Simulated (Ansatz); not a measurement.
One stationary structure of HgS. Level of theory: PBEsol (plane waves to 420 eV, PAW, scalar-relativistic; Ansatz, a quantum-chemistry and plane-wave program).

```cif
data_Hg6S6
_chemical_formula_sum 'Hg6 S6'
_space_group_name_H-M_alt 'P 1'
_space_group_IT_number 1
_cell_length_a 4.15503
_cell_length_b 4.15503
_cell_length_c 20.35370
_cell_angle_alpha 90.000
_cell_angle_beta 90.000
_cell_angle_gamma 120.000
loop_
_space_group_symop_operation_xyz
  'x, y, z'
loop_
_atom_site_label
_atom_site_type_symbol
_atom_site_fract_x
_atom_site_fract_y
_atom_site_fract_z
_atom_site_occupancy
Hg1 Hg 0.00000 0.00000 0.99987 1
Hg2 Hg 0.00000 0.00000 0.49987 1
Hg3 Hg 0.66667 0.33333 0.83313 1
Hg4 Hg 0.33333 0.66667 0.33313 1
Hg5 Hg 0.66667 0.33333 0.16654 1
Hg6 Hg 0.33333 0.66667 0.66654 1
S1 S 0.00000 0.00000 0.87463 1
S2 S 0.00000 0.00000 0.37463 1
S3 S 0.66667 0.33333 0.70809 1
S4 S 0.33333 0.66667 0.20809 1
S5 S 0.66667 0.33333 0.04145 1
S6 S 0.33333 0.66667 0.54145 1
```

Question: Find the space group and the Wyckoff positions (tolerance 0.01 Å).

Answer: Space group P6₃mc (No. 186); a = 4.1550 Å, b = 4.1550 Å, c = 20.3537 Å, α = 90.00°, β = 90.00°, γ = 120.00°

```csv
atom,site,symmetry,x,y,z
Hg,2a,3m.,0.0000,0.0000,0.4999
Hg,2b,3m.,0.3333,0.6667,0.3331
Hg,2b,3m.,0.6667,0.3333,0.1665
S,2a,3m.,0.0000,0.0000,0.3746
S,2b,3m.,0.3333,0.6667,0.2081
S,2b,3m.,0.6667,0.3333,0.0414
```

This is the AFLOW prototype AB_hP12_186_a2b_a2b (B6, as in SiC).

Question: Give the shortest distances between elements (the closest pairs, up to four, under 3.6 Å).

Answer: Hg–S 2.54 Å.

| Quantity | Result |
|---|---|
| Volume per atom | 25.36 Å³ |
| Band gap | zero (the bands touch at this level, without spin-orbit coupling) |

No spin polarisation in the result. Spin-orbit coupling is missing; with elements this heavy it can move band edges by tenths of an eV or more.

The run could not lose the symmetry of its start.

The first start was generated by placing the elements on the sites of a structure type. Materials Project lists a structure of HgS in the same space group, P6₃mc (No. 186); the sites were not compared with it, nor with measured phases. Known forms of HgS include space group No. 154, 216.
